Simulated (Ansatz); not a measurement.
# Sr3Ca: pressure against volume

Sr3Ca, I4/mmm, a = 5.982 Å, c = 11.906 Å. The structure is a Materials Project entry; whether it is the stable form wasn't checked. Ansatz: r2SCAN, PAW, 500 eV, Γ-centred 10×10×10 mesh on 4 atoms, Gaussian smearing 0.10 eV; no spin polarisation. Shape and atoms are relaxed at each volume; pressure is positive in compression.

| V (Å³/atom) | P (GPa) |
| --- | --- |
| 50.058 | 0.84 |
| 51.656 | 0.38 |
| 53.253 | -0.03 |
| 54.851 | -0.40 |
| 56.449 | ? |

Take V0 = 53.253 Å³/atom, count pressures from its P0 = -0.03 GPa, fit the third-order Birch–Murnaghan form to the other rows, and predict the missing pressure.

With the Eulerian strain f = ½[(V0/V)^(2/3) − 1] and y = (P − P0)/[3f(1 + 2f)^(5/2)], the form is the line y = B0 + 1.5 B0 (B0′ − 4) f. Rows (f, y): 0.02106, 12.42; 0.01025, 12.67; -0.00976, 13.27. Means f = 0.007183, y = 12.787; Σ(Δf)² = 0.0004890, ΣΔfΔy = -0.01364; the slope is their ratio. y = 12.99 − 27.88 f GPa, so B0 = 13.0 GPa and B0′ = 4 + 2 × (-27.88)/(3 × 12.99) = 2.57. At V = 56.449, f = -0.01906, y = 13.521 and P = -0.73 GPa. The run gave -0.72 GPa, so the fit is 0.01 GPa too low, a small miss on the scale of the series. The form still works here, 33 % of the fitted range beyond its end.

Cost: 5 runs of about 4.9 core-minutes in all, on AMD EPYC 9R45 (Zen 5) (shared hosts).